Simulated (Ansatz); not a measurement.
CoSn (CoSn type, space group P6/mmm)

```
CoSn
1.0
    5.21781     0.00000     0.00000
   -2.60891     4.51876     0.00000
    0.00000     0.00000     4.17247
Co Sn
3 3
Direct
  0.50000   0.00000   0.00000
  0.50000   0.50000   0.00000
  0.00000   0.50000   0.00000
  0.00000   0.00000   0.00000
  0.33333   0.66667   0.50000
  0.66667   0.33333   0.50000
```

The slice is a (-1 2 -1 0) plane (indices of the conventional cell) through the point (0.500, 0.000, 0.000) (fractional), spanned by u = [001] and v = [210] in vectors of this cell: u (4.17 Å) and v (9.04 Å, at 90° to u). It covers one period; positions are fractions (u, v).

The numbers are results of PBEsol (plane waves to 420 eV, PAW, scalar-relativistic; Ansatz, a program for electronic structure), not measurements. k mesh 10×10×11. Near the nuclei the fields are pseudised (PAW); where an atom keeps semicore shells as valence, they peak there. CoSn is run without spin polarisation. CoSn was relaxed with its symmetry unable to fall.

Predict the map of the electron localisation function (ELF) on the slice.


| v \ u | 0.00 | 0.13 | 0.27 | 0.40 | 0.53 | 0.67 | 0.80 | 0.93 |
|---|---|---|---|---|---|---|---|---|
| 0.88 | 0.22 | 0.27 | 0.31 | 0.28 | 0.27 | 0.31 | 0.30 | 0.23 |
| 0.75 | 0.36 | 0.37 | 0.27 | 0.15 | 0.12 | 0.20 | 0.34 | 0.37 |
| 0.62 | 0.22 | 0.27 | 0.31 | 0.28 | 0.27 | 0.31 | 0.30 | 0.23 |
| 0.50 | x | 0.47 | 0.22 | 0.44 | 0.43 | 0.39 | 0.17 | x |
| 0.38 | 0.22 | 0.27 | 0.31 | 0.28 | 0.27 | 0.31 | 0.30 | 0.23 |
| 0.25 | 0.36 | 0.37 | 0.27 | 0.15 | 0.12 | 0.20 | 0.34 | 0.37 |
| 0.12 | 0.22 | 0.27 | 0.31 | 0.28 | 0.27 | 0.31 | 0.30 | 0.23 |
| 0.00 | x | 0.47 | 0.22 | 0.44 | 0.43 | 0.39 | 0.17 | x |

Values: electron localisation function (ELF). Points within 0.5 Å of a nucleus are blanked (x), as the pseudised field means little there.
